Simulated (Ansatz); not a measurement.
**Electric field gradients in MgCdSe2**

Method: Ansatz 0.2.0, DFT PBE, scalar-relativistic, plane waves, PAW. Cutoff 420 eV, 12×12×12 k-points (Γ-centred), fixed occupations. No spin polarisation.

Relaxed structure:
```xyz
4
Lattice="1.9914 1.1498 6.4984 -1.9914 1.1498 6.4984 0.0000 -2.2995 6.4984" Properties=species:S:1:pos:R:3 pbc="T T T"
Mg    0.0000    0.0000    9.7475
Cd    0.0000    0.0000    0.0000
Se    0.0000    0.0000    4.8055
Se    0.0000    0.0000   14.6896
```

The cell was built by swapping an element in a database structure (itself possibly hypothetical) and relaxing; it need not be the stable form of this composition. Spin–orbit coupling is left out, which matters for gradients at heavy nuclei.

Give V_zz (10²¹ V/m²) and the asymmetry η at each distinct site.

Answers

```csv
atom,V_zz,η
Mg (atom 1),0.095,0.00
Cd (atom 2),-0.468,0.00
Se (atom 3),0.620,0.00
```